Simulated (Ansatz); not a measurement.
# How far is PAW off for Na?

```
Na
1.0
    -2.18102    2.11750    2.11750
     2.11750   -2.18102    2.11750
     2.11750    2.11750   -2.18102
Na
1
Cartesian
  0.0000 0.0000 0.0000
```

The conventional cell has a = 6.079 Å, b = 6.079 Å, c = 3.558 Å, α = 90.00°, β = 90.00°, γ = 120.00°. Around Na (atom 1) lie 8 Na at 3.56 to 3.70 Å.

The structure is an experimental refinement, used without relaxation. The listed cell was then made from it by scaling, straining or moving an atom.

All numbers are computed: DFT, PBEsol, PAW with Ansatz's default frozen-core files, scalar-relativistic (Ansatz 0.2.0); DFT, PBEsol, all-electron PAW with datasets made for the crystal, scalar-relativistic (Ansatz 0.2.0); DFT, PBEsol, all-electron LAPW, scalar-relativistic (Ansatz 0.2.0).

For PAW: a Γ-centred 12×12×12 k mesh, Fermi–Dirac smearing of 0.05 eV, cutoff 420 eV, no spin polarisation; the PAW files were made with PBE, and the program remakes their frozen cores for this functional. The crystal-made all-electron datasets (AE datasets) take a cutoff of 160 eV at this cell. LAPW targets a basis error of 0.25 meV/atom. The Ansatz runs share mesh, smearing and spin set-up. Plane-wave (PAW) pressures include the program's estimate of the Pulay term.

Stress and pressure are positive in compression.

The change that made this cell: equal xy, yz and zx engineering shear strains of -3 %.

```tsv
quantity	PAW	AE datasets	LAPW
pressure (GPa)	-0.31	-0.31	-0.31
stress yz (GPa)	0.15	0.15	0.15
stress xz (GPa)	0.15	0.15	0.15
stress xy (GPa)	0.15	0.15	0.15
```
